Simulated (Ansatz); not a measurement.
GaPt:
```yaml
crystal:
  lattice:
    - [4.91951, 0.00000, 0.00000]
    - [0.00000, 4.91951, 0.00000]
    - [0.00000, 0.00000, 4.91951]
  atoms:
    - { symbol: Ga, position: [0.09282, 0.09282, 0.09282] }
    - { symbol: Ga, position: [0.40718, 0.90718, 0.59282] }
    - { symbol: Ga, position: [0.59282, 0.40718, 0.90718] }
    - { symbol: Ga, position: [0.90718, 0.59282, 0.40718] }
    - { symbol: Pt, position: [0.39891, 0.39891, 0.39891] }
    - { symbol: Pt, position: [0.10109, 0.60109, 0.89891] }
    - { symbol: Pt, position: [0.89891, 0.10109, 0.60109] }
    - { symbol: Pt, position: [0.60109, 0.89891, 0.10109] }
```

Relaxed with r²SCAN. Special points in fractions of this cell's reciprocal vectors: Γ (0.000, 0.000, 0.000); X (0.000, 0.500, 0.000); M (0.500, 0.500, 0.000); R (0.500, 0.500, 0.500); X1 (0.500, 0.000, 0.000).

Problem. List the band energies nearest the Fermi level at these points for DFT-r²SCAN with spin–orbit coupling in the program Ansatz with PAW potentials.

Solution. In eV from the Fermi level; about four levels below and three above (degenerate sets whole), none deeper than 8.9 eV; points with the same levels are listed once.

```tsv
k	below	above
Γ	-0.19 -0.19 -0.19 -0.19	3.27 3.27 3.27 3.27
X	-0.97 -0.97 -0.60 -0.60	1.20 1.20 1.34 1.34
M	-2.12 -2.12 -2.12 -2.12	0.18 0.18 0.18 0.18
R	-0.84 -0.84 -0.84 -0.84 -0.84 -0.84	5.61 5.61 5.93 5.93 5.93 5.93 5.93 5.93
```

Space group P2_13. The first step of the workflow began from a Materials Project structure, measured or hypothetical; the Crystallography Open Database copy checked does not list it. With Ga and Pt taken as one species the cell has the higher symmetry Pa-3, so it may be an ordered model of a mixed-site phase. Its standing as an ambient phase is unchecked. Symmetry was held in the r²SCAN relaxation; of distortions, only those at the zone centre were tested. No spin polarisation was allowed.

Potentials: the later of the program's two PAW sets.
